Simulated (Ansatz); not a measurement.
The start is a relaxed ZnSiP2 cell displaced along its unstable phonon at q = (0, 0, ½) of its primitive reciprocal cell (61i cm⁻¹), largest move 0.15 Å. The cell and all atomic positions are relaxed at zero pressure with PBEsol (plane waves to 420 eV, PAW, scalar-relativistic; Ansatz, an electronic-structure program). The first steps use a coarse 11×11×2 k-mesh.

Input geometry:
```
CELL_PARAMETERS angstrom
      3.41243     0.00000     0.00000
     -1.70622     2.95525     0.00000
      0.00000     0.00000    24.53525
ATOMIC_POSITIONS crystal
  Zn 0.33882 0.67765 0.37500
  Zn 0.32784 0.65568 0.87500
  Zn 0.66558 0.33116 0.12500
  Zn 0.66775 0.33550 0.62500
  P  0.30795 0.61591 0.05657
  P  0.35871 0.71742 0.55657
  P  0.67417 0.34833 0.30657
  P  0.65917 0.31833 0.80657
  P  0.68326 0.36651 0.44343
  P  0.65008 0.30016 0.94343
  P  0.35395 0.70790 0.19343
  P  0.31271 0.62543 0.69343
  Si 0.98817 0.97635 0.00000
  Si 0.01183 0.02365 0.50000
  Si 0.00792 0.01585 0.25000
  Si 0.99208 0.98415 0.75000
```

Largest initial force: 0.09 eV/Å, on Si13 (atoms numbered as listed)
Energy released: 0.05 eV/atom
Volume change: +3.1 %, from 15.46 to 15.94 Å³/atom
Relative to the parent: It does not go back: it reaches C2/m (No. 12), 0.05 eV/atom below the parent
Band gap at the end: no gap (metallic)
Optimiser moves: 19

Relaxed structure:

Space group C2/m (No. 12); a = 6.325 Å, b = 3.363 Å, c = 24.003 Å, α = 90.00°, β = 92.80°, γ = 90.00°

```json
[
 {"atom": "Zn", "site": "4i", "symmetry": "m", "x": "0.3419", "y": "0.0000", "z": "0.3824"},
 {"atom": "Zn", "site": "4i", "symmetry": "m", "x": "0.3403", "y": "0.5000", "z": "0.1301"},
 {"atom": "P", "site": "4i", "symmetry": "m", "x": "0.1641", "y": "0.0000", "z": "0.6951"},
 {"atom": "P", "site": "4i", "symmetry": "m", "x": "0.0542", "y": "0.5000", "z": "0.1878"},
 {"atom": "P", "site": "4i", "symmetry": "m", "x": "0.3430", "y": "0.0000", "z": "0.5560"},
 {"atom": "P", "site": "4i", "symmetry": "m", "x": "0.3150", "y": "0.0000", "z": "0.0550"},
 {"atom": "Si", "site": "4i", "symmetry": "m", "x": "0.1372", "y": "0.0000", "z": "0.2545"},
 {"atom": "Si", "site": "2c", "symmetry": "2/m", "x": "0.5000", "y": "0.5000", "z": "0.5000"},
 {"atom": "Si", "site": "2a", "symmetry": "2/m", "x": "0.0000", "y": "0.0000", "z": "0.0000"}
]
```
(The calculation used a cell of 16 atoms; values per cell refer to that cell.)

Final values are on a 16×16×2 k-mesh of the relaxed cell. No spin polarisation in the result.

The run could not lose the symmetry of its start: the end is stationary, and may be a saddle point rather than a minimum.

The relaxed structure here is a generated cell of ZnSiP2: the first start was made by placing the elements on the sites of a structure type, and the end was not matched to a known phase here, so it may be hypothetical.
